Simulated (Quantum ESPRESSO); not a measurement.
# AlIn2GaP4: a curve over one atom's position

Simulated, not a measurement. The program is pw.x of Quantum ESPRESSO 7.5 (plane-wave density functional theory). The cell is made up: 8 atoms on a zincblende/diamond lattice, with randomly drawn elements, strain and displacements, not relaxed. PseudoDojo standard norm-conserving files (v0.5 for PBE, v0.4.1 for LDA and PBEsol) set the functional; there is no spin polarisation, spin-orbit coupling or dispersion term, and the masses in the input are unused placeholders.

Seven runs move atom 5 (P, counted in the order of the input) along y and keep all else fixed.

Input of the run at -0.0101:

```
&control calculation='scf', pseudo_dir='./dojo.nc.sr.pbe.v0_5.standard.upf', outdir='./o', disk_io='medium', tprnfor=.true., tstress=.true. /
&system ibrav=0, nat=8, ntyp=4, nbnd=37, ecutwfc=79.96652505, nosym=.true., tot_charge=0,
 occupations='smearing', smearing='fd', degauss=0.0018374661
/
&electrons conv_thr=7.350e-09, electron_maxstep=60, /
ATOMIC_SPECIES
Al 1.0 Al.upf
Ga 1.0 Ga.upf
In 1.0 In.upf
P 1.0 P.upf
CELL_PARAMETERS angstrom
5.759 0.0 0.0
0.0 5.759 0.0
0.0 0.0 5.759
ATOMIC_POSITIONS angstrom
Al -0.0329 -0.023 -0.0299
In 0.1276 2.8426 3.0067
In 2.8787 0.1448 2.8118
Ga 2.9388 2.9314 -0.0105
P 1.3518 1.432 1.447
P 1.4424 4.4074 4.3711
P 4.4541 1.3356 4.3862
P 4.2617 4.4371 1.469
K_POINTS automatic
4 4 4 1 1 1
```

| shift of atom 5 along y (Å) | free energy less that of the input shown (eV) | Fx on atom 5 (eV/Å) | Fy on atom 5 (eV/Å) | Fz on atom 5 (eV/Å) | pressure (GPa) | iterations |
| --- | --- | --- | --- | --- | --- | --- |
| -0.0602 | 0.0316 | 0.032 | 0.879 | -2.097 | 0.65 | 10 |
| -0.0101 | 0.0000 | 0.275 | 0.380 | -2.162 | 0.59 | 10 |
| +0.0123 | -0.0060 | 0.384 | 0.155 | -2.197 | 0.57 | 10 |
| +0.0326 | -0.0071 | 0.482 | -0.049 | -2.233 | 0.56 | 10 |
| +0.0461 | -0.0055 | 0.548 | -0.185 | -2.258 | 0.56 | 10 |
| +0.0684 | 0.0012 | 0.656 | -0.410 | -2.303 | 0.56 | 11 |
| +0.0761 | 0.0046 | 0.694 | -0.488 | -2.320 | 0.56 | 11 |

A cubic fit gives dFy/dy = -10.04 eV/Å² at zero shift. Across the table the free energy follows the integral of the force to within 0.1 meV. A rerun of one of the cells at 1377 eV and a 6 x 6 x 6 mesh moved values by no more than 0.007 eV in energy, 0.02 GPa in stress and 0.002 eV/Å in force.